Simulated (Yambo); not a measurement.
NaCoO₂ (space group P6_3/mmc, No. 194), G0W0@PBEsol in Yambo with this input:

```
rim_cut
gw0
dyson
el_el_corr
HF_and_locXC
ppa
em1d
RandQpts= 1000000
RandGvec= 1 Ry
EXXRLvcs= 96 Ry
VXCRLvcs= 384 Ry
Chimod= "HARTREE"
% BndsRnXp
 11 | 161 |
%
NGsBlkXp= 8 Ry
% LongDrXp
 1.0 | 1.0 | 1.0 |
%
PPAPntXp= 27.2114 eV
% GbndRnge
 1 | 161 |
%
GTermKind= "BG"
DysSolver= "n"
ExtendOut
```

On a 6×6×1 mesh, with wavefunctions cut at 96 Ry, the gap ((0, 0.167, 0) → (0, 0.333, 0)) is 1.677 eV and the valence edge shifts by 0.162 eV.

### Question
What happens with this change: 1 Ry block?

### Answer
The gap rises by 3.208 eV, to 4.885 eV; the shift of the valence edge becomes -2.025 eV. Neither run is shown to be the converged limit. The mesh misses a band edge: along a dense path the PBEsol gap is 0.69 eV against 0.83 eV on the mesh.

Geometry of the Materials Project entry, not relaxed at this level; primitive cell a = b = 2.8772 Å, c = 10.3899 Å, α = β = 90.00°, γ = 120.00°.

The structure is a Materials Project entry; no match was found in the copy of COD used, and its stability was not checked.

The runs are not spin-polarised; magnetic order was not tried.

A shift is the quasiparticle energy of the state minus its PBEsol energy.
